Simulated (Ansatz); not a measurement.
Relaxation of a relaxed WS2 cell, doubled along one cell vector, shaken by Gaussian noise of σ = 0.08 Å a coordinate; 12 atoms in the cell, which starts as P1 (No. 1), aP12; a = 3.174 Å, b = 5.831 Å, c = 11.663 Å, α = β = γ = 90.00°. These are PBEsol (plane waves to 420 eV, PAW, scalar-relativistic; Ansatz, a program for electronic structure) values and carry that method's errors. Γ-centred k-mesh 4×2×7 on the run's cell (coarser than for final values), Fermi–Dirac smearing 0.05 eV. This is the first round of the run. 

The optimiser's lines from the output (shortened; P is positive under compression):

```
relax step   1: F+E_penalty+E_count = -48113.57738537 eV  Δ(F+E_penalty+E_count) = +0.000e0 eV  max|allowed force component| = 3.453e0 eV/Å  Δτ_max = 0.0000 Å  P = +4.951 GPa  Ω = 215.841 Å³  (10 SCF iters, dr2 threshold 1.00e-7 eV, accepted)
relax step   2: F+E_penalty+E_count = -48114.99758010 eV  Δ(F+E_penalty+E_count) = -1.420e0 eV  max|allowed force component| = 9.268e-1 eV/Å  Δτ_max = 0.1948 Å  P = -0.181 GPa  Ω = 216.966 Å³  (7 SCF iters, dr2 threshold 1.20e-6 eV, accepted)
relax step   3: F+E_penalty+E_count = -48115.20643100 eV  Δ(F+E_penalty+E_count) = -2.089e-1 eV  max|allowed force component| = 4.268e-1 eV/Å  Δτ_max = 0.2000 Å  P = -0.146 GPa  Ω = 215.049 Å³  (7 SCF iters, dr2 threshold 1.20e-6 eV, accepted)
relax step   4: F+E_penalty+E_count = -48115.34424609 eV  Δ(F+E_penalty+E_count) = -1.378e-1 eV  max|allowed force component| = 2.787e-1 eV/Å  Δτ_max = 0.1173 Å  P = -0.469 GPa  Ω = 213.216 Å³  (6 SCF iters, dr2 threshold 1.20e-6 eV, accepted)
relax step   5: F+E_penalty+E_count = -48115.49412552 eV  Δ(F+E_penalty+E_count) = -1.499e-1 eV  max|allowed force component| = 1.751e-1 eV/Å  Δτ_max = 0.0946 Å  P = -0.538 GPa  Ω = 210.824 Å³  (6 SCF iters, dr2 threshold 1.20e-6 eV, accepted)
relax step   6: F+E_penalty+E_count = -48115.67145686 eV  Δ(F+E_penalty+E_count) = -1.773e-1 eV  max|allowed force component| = 8.166e-1 eV/Å  Δτ_max = 0.1957 Å  P = -1.290 GPa  Ω = 206.452 Å³  (7 SCF iters, dr2 threshold 1.20e-6 eV, accepted)
relax step   7: F+E_penalty+E_count = -48115.90521593 eV  Δ(F+E_penalty+E_count) = -2.338e-1 eV  max|allowed force component| = 6.271e-1 eV/Å  Δτ_max = 0.1949 Å  P = -0.576 GPa  Ω = 197.857 Å³  (7 SCF iters, dr2 threshold 1.20e-6 eV, accepted)
relax step   8: F+E_penalty+E_count = -48115.90325657 eV  Δ(F+E_penalty+E_count) = +1.959e-3 eV  max|allowed force component| = 5.052e-1 eV/Å  Δτ_max = 0.1255 Å  P = +1.900 GPa  Ω = 193.935 Å³  (7 SCF iters, dr2 threshold 1.20e-6 eV, rejected (line search))
relax step   9: F+E_penalty+E_count = -48115.96544279 eV  Δ(F+E_penalty+E_count) = -6.023e-2 eV  max|allowed force component| = 1.255e-1 eV/Å  Δτ_max = 0.0628 Å  P = -0.082 GPa  Ω = 196.670 Å³  (11 SCF iters, accepted)
relax step  10: F+E_penalty+E_count = -48115.97523838 eV  Δ(F+E_penalty+E_count) = -9.796e-3 eV  max|allowed force component| = 1.182e-2 eV/Å  Δτ_max = 0.0268 Å  P = +0.046 GPa  Ω = 196.026 Å³  (6 SCF iters, dr2 threshold 9.84e-7 eV, accepted)
relax step  11: F+E_penalty+E_count = -48115.97542598 eV  Δ(F+E_penalty+E_count) = -1.876e-4 eV  max|allowed force component| = 1.982e-3 eV/Å  Δτ_max = 0.0033 Å  P = +0.007 GPa  Ω = 195.926 Å³  (6 SCF iters, dr2 threshold 2.44e-8 eV, accepted)
relax step  12: F+E_penalty+E_count = -48115.97544667 eV  Δ(F+E_penalty+E_count) = -2.068e-5 eV  max|allowed force component| = 4.773e-4 eV/Å  Δτ_max = 0.0010 Å  P = -0.003 GPa  Ω = 195.893 Å³  (6 SCF iters, dr2 threshold 1.92e-9 eV, accepted)
relax step  13: F+E_penalty+E_count = -48115.97122222 eV  Δ(F+E_penalty+E_count) = +4.224e-3 eV  max|allowed force component| = 6.045e-4 eV/Å  Δτ_max = 0.0000 Å  P = -0.014 GPa  Ω = 195.893 Å³  stress off target by 3.56e-2 GPa  SCF on the basis re-selected at this cell (its energy is not comparable with the rows above)  (6 SCF iters)
relax step  14: F+E_penalty+E_count = -48115.97124335 eV  Δ(F+E_penalty+E_count) = -2.113e-5 eV  max|allowed force component| = 2.482e-4 eV/Å  Δτ_max = 0.0005 Å  P = +0.001 GPa  Ω = 195.851 Å³  (6 SCF iters, dr2 threshold 3.16e-9 eV, accepted)
relax step  15: F+E_penalty+E_count = -48115.97122762 eV  Δ(F+E_penalty+E_count) = +1.573e-5 eV  max|allowed force component| = 2.508e-4 eV/Å  Δτ_max = 0.0000 Å  P = +0.001 GPa  Ω = 195.851 Å³  stress off target by 2.23e-3 GPa  SCF on the basis re-selected at this cell (its energy is not comparable with the rows above)  (8 SCF iters)
```

From the first to the last row the energy changes by -0.20 eV/atom and the volume by -9.3 %. The last row is marked as not comparable with the walk above it, whose basis was carried along; it does compare with step 1, since both stand on a basis selected at the nominal cutoff for their own cell.

Step 8 was rejected by the optimiser.

Later rounds, restarted from the end of this one on a renewed k-mesh, logged 10 more steps and released under 0.01 eV/atom more. The final structure after all rounds: Pnnm (No. 58), oP6, AFLOW prototype AB2_oP6_58_a_g (as in Fe2C); a = 5.2546 Å, b = 5.9743 Å, c = 3.1119 Å, α = β = γ = 90.00°. Between re-selections the logged energies stand on a plane-wave basis carried along with the cell. No spin polarisation in the result.

The relaxed structure here is a generated cell of WS2: the first start was made by placing the elements on the sites of a structure type, and the end was not matched to a known phase here, so it may be hypothetical. Known forms of WS2 include space group No. 194.
